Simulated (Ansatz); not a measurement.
AlN:
```cif
data_Al4N4
_chemical_formula_sum 'Al4 N4'
_space_group_name_H-M_alt 'F-43m'
_space_group_IT_number 216
_space_group_name_Hall 'F -4 2 3'
_cell_length_a 4.36951
_cell_length_b 4.36951
_cell_length_c 4.36951
_cell_angle_alpha 90.000
_cell_angle_beta 90.000
_cell_angle_gamma 90.000
loop_
_atom_site_label
_atom_site_type_symbol
_atom_site_symmetry_multiplicity
_atom_site_Wyckoff_symbol
_atom_site_fract_x
_atom_site_fract_y
_atom_site_fract_z
_atom_site_occupancy
Al1 Al 4 a 0.00000 0.00000 0.00000 1
N1 N 4 d 0.75000 0.75000 0.75000 1
```
(The calculation used a cell of 2 atoms; values per cell refer to that cell.)

Relaxed with r²SCAN.

Tabulate the valence density and the electron localisation function along the shortest Al–N contact (1.89 Å), DFT-r²SCAN in the program Ansatz with PAW potentials.



| distance from Al (Å) | density (e/Å³) | ELF |
|---|---|---|
| 0.19 | 0.05 | 0.05 |
| 0.28 | 0.06 | 0.01 |
| 0.38 | 0.08 | 0.02 |
| 0.47 | 0.12 | 0.07 |
| 0.57 | 0.20 | 0.28 |
| 0.66 | 0.29 | 0.59 |
| 0.76 | 0.40 | 0.77 |
| 0.85 | 0.53 | 0.84 |
| 0.95 | 0.69 | 0.87 |
| 1.04 | 0.89 | 0.88 |
| 1.14 | 1.15 | 0.88 |
| 1.23 | 1.51 | 0.87 |
| 1.32 | 2.03 | 0.83 |
| 1.42 | 2.66 | 0.76 |
| 1.51 | 3.21 | 0.60 |
| 1.61 | 3.49 | 0.36 |
| 1.70 | 3.47 | 0.13 |

The density is the valence pseudo-density with augmentation charge, so density and ELF within about 1 Å of a nucleus are not all-electron values.

Symmetry was held in the r²SCAN relaxation; phonons on a q-mesh show no instability.

Potentials: the earlier of the program's two PAW sets.
